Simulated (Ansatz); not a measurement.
Gd:
```
CELL_PARAMETERS angstrom
      1.76791     1.02070     8.52078
     -1.76791     1.02070     8.52078
      0.00000    -2.04140     8.52078
ATOMIC_POSITIONS crystal
  Gd 0.00000 0.00000 0.00000
  Gd 0.22178 0.22178 0.22178
  Gd 0.77822 0.77822 0.77822
```
The run is spin-polarised; directions of the spins, atom by atom: ↑ ↑ ↑.

Relaxed with PBEsol. Special points in fractions of this cell's reciprocal vectors: Γ (0.000, 0.000, 0.000); T (0.500, 0.500, 0.500); H2 (0.824, 0.176, 0.500); H0 (0.500, -0.176, 0.176); L (0.500, 0.000, 0.000); S0 (0.338, -0.338, 0.000); S2 (0.662, 0.000, 0.338); F (0.500, 0.000, 0.500).

Task: List the band energies nearest the Fermi level at these points for DFT-PBEsol in the program Ansatz with PAW potentials.

Result: In eV from the Fermi level; about four levels below and three above (degenerate sets whole), none deeper than 8.9 eV; points with the same levels are listed once.

```tsv
k	below	above
Γ ↑	-4.41 -4.41 -4.39 -2.87 -2.87	0.54 0.61 1.25 1.25
T ↑	-4.39 -4.32 -4.29 -2.53	0.91 0.95 1.24 1.24
H2 ↑	-0.91 -0.90 -0.79 -0.59 -0.52	0.44 0.63 0.76
L ↑	-1.96 -1.82 -1.03 -0.96	0.47 0.88 1.17
S0 ↑	-0.89 -0.80 -0.61 -0.50	0.47 0.57 0.75
F ↑	-1.96 -1.95 -1.29 -0.21	0.14 1.15 1.53
Γ ↓	-4.37 -2.07 -2.06	0.29 0.33 0.37
T ↓	-3.55 -3.53 -1.72	0.29 0.36 0.39
H2 ↓	-0.69 -0.33 -0.22 -0.21	0.15 0.16 0.49 0.49
L ↓	-1.26 -1.14 -0.36 -0.22	0.39 0.51 0.52
S0 ↓	-0.68 -0.32 -0.31 -0.01	0.03 0.19 0.49 0.50
F ↓	-1.73 -1.27 -1.19 -0.55	0.31 0.36 0.43
```

Space group R-3m (9R (Sm type)). The first step of the workflow began from a Materials Project structure, measured or hypothetical; the Crystallography Open Database copy checked does not list it. It is not the phase usual at ambient conditions (space group No. 194). Symmetry was held in the PBEsol relaxation; whether a distortion lowers the energy is not shown. The final state is ferromagnetic, the only order run, not a proven ground state. The 4f shell is in the valence, and the state reached may lie above the lowest one. The program gave a warning on the electronic state, which may not be the lowest. No Hubbard U is applied. Scalar-relativistic: spin–orbit coupling is off unless named, which matters more the heavier the elements.

Potentials: the earlier of the program's two PAW sets. The files were generated under PBE; for other functionals the program regenerates the frozen cores, and for LDA and PBEsol the local potential too.
